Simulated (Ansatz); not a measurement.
All numbers below come from DFT PBE, scalar-relativistic, plane waves, PAW in Ansatz 0.2.0. All cells share a 420 eV cutoff and Γ-centred k meshes spaced at most about 0.3 Å⁻¹ (about 0.25 or finer for metals, 2π included). No spin polarisation in the final relaxations.

These are static total energies at zero pressure.

Compare these two cells of ScGa3P2, each relaxed at this level.

A.

```
CELL_PARAMETERS angstrom
5.63345 0.00000 0.00000
-2.81673 4.87871 0.00000
0.00000 0.00000 6.81908
ATOMIC_POSITIONS crystal
Sc 0.00000 0.00000 0.00000
Ga 0.50000 0.00000 0.50000
Ga 0.00000 0.50000 0.50000
Ga 0.50000 0.50000 0.50000
P 0.00000 0.00000 0.34639
P 0.00000 0.00000 0.65361
```

B.

```
CELL_PARAMETERS angstrom
5.24940 0.00000 0.00000
-2.62470 4.54611 0.00000
0.00000 0.00000 4.53641
ATOMIC_POSITIONS crystal
Sc 0.00000 0.00000 0.00000
Ga 0.50000 0.00000 0.50000
Ga 0.00000 0.50000 0.50000
Ga 0.50000 0.50000 0.50000
P 0.66667 0.33333 0.00000
P 0.33333 0.66667 0.00000
```

Question: Which form is favoured at zero pressure, and by what margin per atom?

Answer: B is lower, by 0.39 eV/atom. A has space group P6/mmm (No. 191), 31.2 Å³/atom and no gap on its mesh; B has space group P6/mmm (No. 191), 18.0 Å³/atom and no gap. Counting P atoms around Ga and Sc (those within 1.25 times the shortest such distance or 1.15 times the sum of covalent radii; the shortest distance is added where it is long for a bond), A has Sc 2, Ga 4 from 3.0 Å and B has Sc 6, Ga 4 from 2.7 Å. A holds P–P pairs (shortest 2.10 Å); in B the shortest P–P distance is 3.03 Å. The denser one is the lower, and pressure would at first widen the difference. Both come from invented guesses. A third cell relaxed alike, in Pmmm, lies 274 meV/atom below the lower of the two.

Cells relaxed within their symmetry can be saddle points.
